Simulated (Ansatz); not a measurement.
**How much do the gradients of TiCo depend on the method?**

Cell: a computed structure from the Materials Project (it need not be an observed phase).

```yaml
crystal:
  lattice:
    - [2.98611, 0.00000, 0.00000]
    - [0.00000, 2.98611, 0.00000]
    - [0.00000, 0.00000, 2.98611]
  atoms:
    - { symbol: Ti, position: [0.00000, 0.00000, 0.00000] }
    - { symbol: Co, position: [0.50000, 0.50000, 0.50000] }
```

Atom numbers follow the list; atoms alike are taken as one site, whose name carries the number of the first.

First run. The numbers come from a DFT calculation in Ansatz (PBE, plane waves and PAW, scalar-relativistic, collinear spin, 420 eV cutoff, Γ-centred 11×11×11 k-points, Fermi–Dirac smearing 0.05 eV). Start moments as typed (μB): 2 on each Co, none on the rest.

```csv
site,atom,V_zz (10²¹ V/m²),η,m (μB)
Ti,1,0.00,–,-0.04
Co,2,0.00,–,0.99
```

Second run. The same atoms and settings, except that the functional is r2SCAN and the cutoff is 500 eV.

Q: Given the first result, estimate the second.

A: 

```json
{"site": "Ti", "atom": "1", "V_zz": "0.00", "η": "–", "change of V_zz": "0.00", "m (μB)": "-0.25"}
{"site": "Co", "atom": "2", "V_zz": "0.00", "η": "–", "change of V_zz": "0.00", "m (μB)": "1.41"}
```

No V_zz moves by more than 0.01. The absolute magnetisation of the cell goes from 1.1 to 1.9 μB.

The magnetic order is the one that the run reached from its start moments, not necessarily the measured one.
For the second run: The program didn't check the stability of this electronic state in full, so a lower one may lie near.
